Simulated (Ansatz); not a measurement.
Relaxed-ion elastic tensor of HfC (rock salt, Fm-3m) in GPa (Voigt order), PBEsol in the plane-wave PAW code Ansatz; density 12.94 g/cm³, 12.22 Å³ per atom.

```
     1    2    3    4    5    6
-  ---  ---  ---  ---  ---  ---
1  540  103  103  0.0  0.0  0.0
2  103  540  103  0.0  0.0  0.0
3  103  103  540  0.0  0.0  0.0
4  0.0  0.0  0.0  174  0.0  0.0
5  0.0  0.0  0.0  0.0  174  0.0
6  0.0  0.0  0.0  0.0  0.0  174
```

Problem. Is the crystal mechanically stable?

Solution. Yes: the smallest eigenvalue of C is 174 GPa.

Problem. Work out the Voigt, Reuss and Hill averages.

Solution. K_V = 249, K_R = 249, K_H = 249; G_V = 192, G_R = 190, G_H = 191 GPa.

Problem. Give Young's modulus, Poisson's ratio, Pugh's ratio and the universal anisotropy index.

Solution. E = 9KG/(3K + G) = 456 GPa; ν = 0.19; K/G = 1.30 (brittle by the Pugh limit of 1.75); A_U = 5G_V/G_R + K_V/K_R − 6 = 0.06.

Problem. Estimate the sound speeds and the Debye temperature.

Solution. v_l = √((K + 4G/3)/ρ) = 6230 m/s, v_t = √(G/ρ) = 3840 m/s, mean 4240 m/s; Θ = (h/k)(3n/4πV)^(1/3) v_m = 548 K.

Problem. Give the Zener ratio and Young's modulus along [100], [110] and [111].

Solution. A = 2C44/(C11 − C12) = 0.80; 1/E = S11 − 2(S11 − S12 − S44/2)Γ with Γ = 0, 1/4, 1/3 gives 507, 442, 424 GPa.

Problem. Solve the Christoffel equation for the three sound speeds along [100], [110], [111].

Solution. Eigenvalues of C_ijkl n_j n_l equal ρv². In km/s, slowest first: [100] 3.67, 3.67, 6.46; [110] 3.67, 4.11, 6.19; [111] 3.97, 3.97, 6.10.

The PBEsol relaxation kept the symmetry of its start; of distortions, only those at the zone centre were tested. No spin polarisation was allowed. As this level gives no gap, shear constants depend on the k-mesh and smearing (Fermi–Dirac, 0.1 eV here). Spin–orbit coupling is left out wherever it is not named.

Potentials: the later of the program's two PAW sets.
